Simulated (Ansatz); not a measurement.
## V₂O₅ — coordination and ¹⁷O quadrupole coupling

Cell: a structure deposited in the COD, its atoms then relaxed with PBE in this cell.

```cif
data_V2O5
_symmetry_space_group_name_H-M 'Pmmn:1'
_symmetry_Int_Tables_number 59
_cell_length_a 3.5710
_cell_length_b 11.5440
_cell_length_c 4.3830
_cell_angle_alpha 90.000
_cell_angle_beta 90.000
_cell_angle_gamma 90.000
loop_
_atom_site_label
_atom_site_type_symbol
_atom_site_symmetry_multiplicity
_atom_site_Wyckoff_symbol
_atom_site_fract_x
_atom_site_fract_y
_atom_site_fract_z
V V 4 e 0.5000 0.8517 0.3879
O5 O 4 e 0.5000 0.8554 0.0266
O9 O 4 e 0.5000 0.6811 0.5066
O13 O 2 b 0.5001 0.0000 0.4986
```

One atom of each set is listed; the run and its k-mesh use a cell of 14 atoms with edges of 11.54, 4.38, 3.57 Å.

All values are calculated (Ansatz; DFT, PBE, plane waves and PAW (field gradients read without the response of the frozen cores, which leaves them typically 4 to 6 % off), scalar-relativistic, 420 eV cutoff, Γ-centred 2×5×6 k-points, Fermi–Dirac smearing 0.02 eV), not measured.

Q(¹⁷O) = -25.58 mb.

(1) Rank these O sites by |C_Q|, smallest first.
A. O13: 2 V at 1.78 Å, angle 148°
B. O5: 1 V at 1.58 Å
C. O9: 3 V at 1.88–2.04 Å

Answers

(1) B (0.717 MHz, η = 0.71), C (3.25 MHz, η = 0.71), A (3.80 MHz, η = 0.03).

At O13 V_zz points along the bisector of its two bonds (within 1°). Like point charges on the first shell alone (each adding as 1/d³) would give another order (O9 < O5 < O13): the covalent part of each bond and the atoms beyond the first shell count as well.
